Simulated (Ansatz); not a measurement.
## ZrHg3: pressure against volume, fitted

```xyz
4
Lattice="4.3652 0.0000 0.0000 0.0000 4.3652 0.0000 0.0000 0.0000 4.3652" Properties=species:S:1:pos:R:3 pbc="T T T"
Zr    0.0000    0.0000    0.0000
Hg    0.0000    2.1826    2.1826
Hg    2.1826    0.0000    2.1826
Hg    2.1826    2.1826    0.0000
```

Atom numbers follow the list: Zr1, Hg2, Hg3, Hg4.

The conventional cell has a = 4.365 Å, b = 4.365 Å, c = 4.365 Å, α = 90.00°, β = 90.00°, γ = 90.00°. Zr (atom 1) is surrounded by 12 Hg at 3.09 Å. Around Hg (atom 2) lie 4 Zr at 3.09 Å and 8 Hg at 3.09 Å.

The cell is COD entry 1522700, as deposited and not checked against the literature; nothing was relaxed.

Spin–orbit coupling is left out, though it moves levels of the heavy atoms by tenths of an eV or more.

Computed with DFT, PBEsol, all-electron LAPW, scalar-relativistic (Ansatz 0.2.0).

Numerical set-up: a Γ-centred 8×8×8 k mesh, Fermi–Dirac smearing of 0.05 eV, basis error target 0.5 meV/atom, no spin polarisation.

The cell is scaled evenly. Fractional coordinates are held (clamped ions).

```json
{"V (Å³/atom)": "19.547", "P (GPa)": "7.15"}
{"V (Å³/atom)": "19.963", "P (GPa)": "4.37"}
{"V (Å³/atom)": "20.379", "P (GPa)": "1.92"}
{"V (Å³/atom)": "20.587", "P (GPa)": "0.80"}
{"V (Å³/atom)": "20.795", "P (GPa)": "-0.24"}
{"V (Å³/atom)": "21.003", "P (GPa)": "-1.22"}
{"V (Å³/atom)": "21.211", "P (GPa)": "-2.14"}
{"V (Å³/atom)": "22.042", "P (GPa)": "-5.27"}
```

Q: Fit a third-order Birch–Murnaghan curve to the pressures.

A: P = (3B0/2)(y^(7/2) − y^(5/2))[1 + (3/4)(B0′ − 4)(y − 1)] with y = (V0/V)^(2/3) fits within 0.01 GPa for V0 = 20.746 Å³/atom, B0 = 102.4 GPa and B0′ = 5.39.

Q: Predict the pressure at the withheld volume, 21.626 Å³/atom.

A: There y = 0.9727, so the fit gives -3.81 GPa; the run gave -3.80 GPa.
